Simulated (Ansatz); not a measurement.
Zn3Sn2: reading a single point

```
CELL_PARAMETERS angstrom
2.17644 3.76971 0.00000
-2.17644 3.76971 0.00000
0.00000 0.00000 6.88105
ATOMIC_POSITIONS crystal
Zn 0.00000 0.00000 0.00000
Sn 0.33330 0.33340 0.23500
Sn 0.66670 0.66660 0.76500
Zn 0.33330 0.33340 0.63000
Zn 0.66670 0.66660 0.37000
```

The numbers come from plane-wave PAW DFT (Ansatz): r2SCAN, no spin polarisation, 500 eV, 9×9×5 Γ-centred k points, fermi-dirac occupations (width 0.1 eV). Nothing was relaxed.

(1) Metal or insulator?

(2) Which element gives electrons and which takes them?

(3) Is it stable against the elements?

(4) Is the cell too large or too small?

(5) What do density and ELF say about some of the short contacts?

Origin: a known structure type with other elements, at an estimated volume, so it need not be a known compound.

Answers

(1) It is a metal, with about 2.4 states/eV a cell as the mean within 0.25 eV of the Fermi level, mostly Sn p (76 %).

(2) Bader charges in e: Zn +0.07 to +0.14, Sn -0.14. In the mean Zn gives up most and Sn takes most.

(3) 0.26 eV an atom against the elements' usual phases (free molecules for gases, crystals otherwise, with no correction for O₂ or N₂), so at this geometry it isn't bound against them. Relaxing would lower it.

(4) The pressure is -0.3 GPa (compression positive), so with the atoms held at these fractions the cell is close to zero pressure.

(5) Sn–Zn at 2.68 Å: least valence density 0.31 e/Å³ and ELF 0.45 there. Zn–Zn at 3.08 Å: least valence density 0.15 e/Å³ and ELF 0.34 there. Both are smooth PAW fields, read partly inside the augmentation spheres.
